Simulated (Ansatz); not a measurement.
A geometry of SnSe away from equilibrium: step 2 of the relaxation of a randomly generated symmetric cell of SnSe (space group No. 38). These are PBE (plane waves to 420 eV, PAW, scalar-relativistic; Ansatz, an electronic-structure program) values and carry that method's errors. Γ-centred k-mesh 4×5×5 on the run's cell (coarser than for final values), Fermi–Dirac smearing 0.05 eV. The plane waves were selected for a different cell earlier on the path.

```
SnSe
1.0
    5.73351     0.00000     0.00000
    0.00000     2.96495     3.83118
    0.00000    -2.96495     3.83118
Se Sn
2 2
Direct
  0.00000   0.65563   0.65563
  0.50000   0.20395   0.20395
  0.00000   0.28390   0.28390
  0.50000   0.73905   0.73905
```

Give the Cartesian forces on all atoms (eV/Å).


```json
[
 {"atom": "Se1", "Fx": "0.00", "Fy": "0.00", "Fz": "0.04"},
 {"atom": "Se2", "Fx": "0.00", "Fy": "0.00", "Fz": "-0.34"},
 {"atom": "Sn3", "Fx": "0.00", "Fy": "0.00", "Fz": "-0.09"},
 {"atom": "Sn4", "Fx": "0.00", "Fy": "0.00", "Fz": "0.40"}
]
```

The path ends in I4mm (No. 107). No spin polarisation in the result.

The run could not lose the symmetry of its start: the end is stationary, and may be a saddle point rather than a minimum.

The end of the path is a generated cell of SnSe: the first start was made by a random draw of sites in a space group, and the end was not matched to a known phase here, so it may be hypothetical. Known forms of SnSe include space group No. 62.
